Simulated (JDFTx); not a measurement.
| Quantity | Value |
|---|---|
| surface | Cu(111) |
| bulk | Cu, Fm-3m, lattice of mp-30 (not re-optimised) |
| slab | 6 atoms in 6 planes, 1x1, 10.4 Å between the outermost planes |
| in-plane cell | 2.530 × 2.530 Å, 5.54 Å² |
| cell height | 26.3 Å |
| sampling | 10×10×1 k mesh, Fermi smearing 0.01 Ha, no spin polarisation |

Level of theory: PBE, GBRV ultrasoft potentials, plane waves to 20/100 Ha; code: JDFTx (a modified build). Liquid: CANDLE, water, 1 M NaCl. The neutral cell holds 114 valence electrons and has two faces of 5.542 Å² each. Last filling lines of the neutral and of a charged run (μ in hartree, zero in the bulk liquid):

```
FillingsUpdate:  mu: -0.168331485  nElectrons: 114.000000
FillingsUpdate:  mu: -0.201754000  nElectrons: 113.911070
```

A calculation by hand: both potentials, by the convention U = −μ/e − 4.44 V vs SHE, the surface charge density and the mean capacitance.

U_pzc = 0.16833 × 27.2114 − 4.44 = 0.14 V; U = 0.20175 × 27.2114 − 4.44 = 1.05 V. The cell has -0.0889 excess electrons, a net charge of 0.0889 e, shared by two faces: σ = 0.0889 e / (2 × 5.542 Å²) = 0.00802 e/Å² = 12.9 μC/cm² (1 e/Å² = 1602.18 μC/cm²). C = σ/(U − U_pzc) = 12.9/0.91 ≈ 14 μF/cm².
